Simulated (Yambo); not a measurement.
Yambo run on Ba₂CaMoO₆ (space group Fm-3m, No. 225). The wavefunctions are PBEsol (Quantum ESPRESSO, PseudoDojo norm-conserving, 84 Ry, without SOC) ones on a 2×2×2 mesh (40 occupied bands); a = 6.0109 Å, b = 6.0109 Å, c = 6.0109 Å, α = 60.00°, β = 60.00°, γ = 60.00°.

Yambo input:

```
rim_cut
gw0
dyson
el_el_corr
HF_and_locXC
ppa
em1d
RandQpts= 1000000
RandGvec= 1 Ry
EXXRLvcs= 84 Ry
VXCRLvcs= 336 Ry
Chimod= "HARTREE"
% BndsRnXp
 2 | 296 |
%
NGsBlkXp= 8 Ry
% LongDrXp
 1.0 | 1.0 | 1.0 |
%
PPAPntXp= 27.2114 eV
% GbndRnge
 1 | 116 |
%
GTermKind= "none"
DysSolver= "n"
ExtendOut
% QPkrange
 1 | 1 | 40 | 40 |
 3 | 3 | 40 | 41 |
%
```

k points by index: 1 = Γ, 3 = X.

Resulting energies as the program prints them:

```
#    K-point    Band    Eo [eV]    E [eV]    E-Eo [eV]    Vxc [eV]    Vnlxc [eV]    Sc|Eo [eV]    Sc|E [eV]    dSc/dw|Eo [eV]    Re(Z)    Im(Z)
#
    1    40    0.000000    0.307766    0.307766    -19.42674    -24.43679    5.410342    5.317809    -8.185181    0.768755    -0.001532
    3    40    -0.045166    0.245917    0.291083    -19.29602    -24.28023    5.362623    5.275295    -8.167705    0.769134    -0.001549
    3    41    1.980947    3.887913    1.906965    -16.78768    -11.42818    -3.004472    -3.452538    -6.393325    0.809747    -0.001173
```
(The two width columns are left out.) Convergence of these settings isn't established.

Geometry of the Materials Project entry, not relaxed at this level.
